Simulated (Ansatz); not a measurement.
The cell is Mg3SiO (antiperovskite); cell and atoms were relaxed with r2SCAN. The symmetry is Pm-3m (No. 221, cubic); a = 4.184 Å in the conventional setting, 14.65 Å³ an atom. Si is surrounded by 12 Mg at 2.96 Å; O is surrounded by 6 Mg at 2.09 Å; Mg is surrounded by 2 O at 2.09 Å and 4 Si at 2.96 Å.

```yaml
crystal:
  lattice:
    - [4.18363, 0.00000, 0.00000]
    - [0.00000, 4.18363, 0.00000]
    - [0.00000, 0.00000, 4.18363]
  atoms:
    - { symbol: Si, position: [0.00000, 0.00000, 0.00000] }
    - { symbol: O, position: [0.50000, 0.50000, 0.50000] }
    - { symbol: Mg, position: [0.50000, 0.50000, 0.00000] }
    - { symbol: Mg, position: [0.50000, 0.00000, 0.50000] }
    - { symbol: Mg, position: [0.00000, 0.50000, 0.50000] }
```

3 runs of the PAW code Ansatz on this cell differ in the functional (and in the settings that go with it). Levels are in eV from each run's valence top; v1 is the last filled band, c1 the first empty one.

Run A, mean stress +2.3 GPa (compression positive):

| point | v2 | v1 | c1 | c2 |
| --- | --- | --- | --- | --- |
| Γ | -0.47 | -0.47 | 0.60 | 0.60 |
| X | -0.69 | -0.69 | 1.69 | 3.14 |
| M | -2.67 | -0.38 | 0.21 | 2.47 |
| R | -3.49 | -3.49 | 1.73 | 1.73 |

Run B, mean stress 0.0 GPa (compression positive):

| point | v2 | v1 | c1 | c2 |
| --- | --- | --- | --- | --- |
| Γ | -0.57 | -0.57 | 0.75 | 0.75 |
| X | -0.78 | -0.78 | 1.76 | 3.59 |
| M | -2.94 | -0.11 | 0.13 | 2.75 |
| R | -3.75 | -3.75 | 1.99 | 1.99 |

Run C, mean stress -2.8 GPa (compression positive):

| point | v2 | v1 | c1 | c2 |
| --- | --- | --- | --- | --- |
| Γ | -0.39 | -0.39 | 0.63 | 0.63 |
| X | -0.61 | -0.61 | 1.77 | 3.10 |
| M | -2.59 | -0.39 | 0.31 | 2.48 |
| R | -3.40 | -3.40 | 1.74 | 1.74 |

Problem. Match the runs to LDA, PBE, r2SCAN.

Solution. A is PBE, B is r2SCAN, C is LDA. In order of the gap: LDA none (overlap 0.22), PBE none (overlap 0.22), r2SCAN 0.05 eV. The stress vanishes for r2SCAN, which relaxed the cell.

No spin polarisation and no zero-point or thermal motion; the cell was built from a prototype and may be hypothetical.

Where bands overlap, v1 and c1 are numbered by the electron count and aren't everywhere filled or empty.

Overlapping bands make a metal at that level, for which these meshes are coarse; small forces, stresses and energy differences are uncertain. A small overlap in a semilocal functional can be an artefact that a hybrid or GW lifts.
